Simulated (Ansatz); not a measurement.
Ga: pressure against volume, fitted

```yaml
crystal:
  lattice:
    - [2.25535, -3.82240, 0.00000]
    - [2.25535, 3.82240, 0.00000]
    - [0.00000, 0.00000, 4.51670]
  atoms:
    - { symbol: Ga, position: [0.15250, 0.84750, 0.07850] }
    - { symbol: Ga, position: [0.65250, 0.34750, 0.42150] }
    - { symbol: Ga, position: [0.84750, 0.15250, 0.92150] }
    - { symbol: Ga, position: [0.34750, 0.65250, 0.57850] }
```

Atom numbers follow the list: Ga1, Ga2, Ga3, Ga4.

The cell is COD entry 9008562, as deposited and not checked against the literature; nothing was relaxed.

Computed with DFT, PBEsol, all-electron LAPW, scalar-relativistic in Ansatz 0.2.0.

Sampling and basis: a Γ-centred 9×9×8 k mesh, Fermi–Dirac smearing of 0.05 eV, basis error target 1 meV/atom, no spin polarisation.

The cell is scaled evenly. Fractional coordinates are held (clamped ions).

| V (Å³/atom) | P (GPa) |
| --- | --- |
| 18.690 | 1.31 |
| 19.080 | 0.00 |
| 19.274 | -0.60 |
| 19.469 | -1.17 |
| 19.664 | -1.70 |
| 19.858 | -2.20 |
| 20.248 | -3.11 |
| 20.637 | -3.90 |

(1) Fit a third-order Birch–Murnaghan curve to the pressures.

(2) Predict the pressure at the withheld volume, 18.301 Å³/atom.

Answers

(1) P = (3B0/2)(y^(7/2) − y^(5/2))[1 + (3/4)(B0′ − 4)(y − 1)] with y = (V0/V)^(2/3) fits within 0.01 GPa for V0 = 19.078 Å³/atom, B0 = 60.7 GPa and B0′ = 5.09.

(2) There y = 1.0281, so the fit gives 2.81 GPa; the run gave 2.81 GPa.
